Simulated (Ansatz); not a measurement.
NaH:
```xyz
2
Lattice="0.0000 2.3973 2.3973 2.3973 0.0000 2.3973 2.3973 2.3973 0.0000" Properties=species:S:1:pos:R:3 pbc="T T T"
Na     0.0000     0.0000     0.0000
H      2.3973     2.3973     2.3973
```

Relaxed with r²SCAN. r²SCAN in the plane-wave PAW code Ansatz gives a gap of 4.40 eV.

Task: What gap does HSE06 give on the same cell (Ansatz, PAW)?

Result: 4.85 eV, 0.45 eV more. The hybrid was solved on a coarser mesh and at special points; its gap is the smallest among all of these.

```json
[
 {"k": "Γ", "v1 r²SCAN": "-3.64", "c1 r²SCAN": "11.63", "v1 HSE06": "___", "c1 HSE06": "___"},
 {"k": "X", "v1 r²SCAN": "-0.17", "c1 r²SCAN": "5.22", "v1 HSE06": "___", "c1 HSE06": "___"},
 {"k": "L", "v1 r²SCAN": "-0.86", "c1 r²SCAN": "4.40", "v1 HSE06": "-0.96", "c1 HSE06": "4.85"},
 {"k": "W", "v1 r²SCAN": "0.00", "c1 r²SCAN": "6.68", "v1 HSE06": "___", "c1 HSE06": "___"},
 {"k": "K", "v1 r²SCAN": "-0.11", "c1 r²SCAN": "5.95", "v1 HSE06": "___", "c1 HSE06": "___"}
]
```

Task: Top valence (v1) and lowest conduction level (c1) in eV from each method's valence maximum (which need not be a listed point): supply the withheld HSE06 values.

Result: 
- Γ, v1 HSE06: -4.01
- Γ, c1 HSE06: 12.21
- X, v1 HSE06: -0.19
- X, c1 HSE06: 5.72
- K, v1 HSE06: -0.13
- K, c1 HSE06: 6.45
- W, v1 HSE06: 0.00
- W, c1 HSE06: 7.20

Cost on shared cores: the r²SCAN run (SCF on a 10×10×10 mesh, then bands and DOS) about 9 core-seconds (a rough figure), the HSE06 run (SCF on 7×7×7, then a few points) about 50 core-seconds (a rough figure); the tasks are unlike.

Space group Fm-3m (rock salt). The r²SCAN relaxation kept the symmetry of its start; phonons on a q-mesh show no instability.

Potentials: the later of the program's two PAW sets.
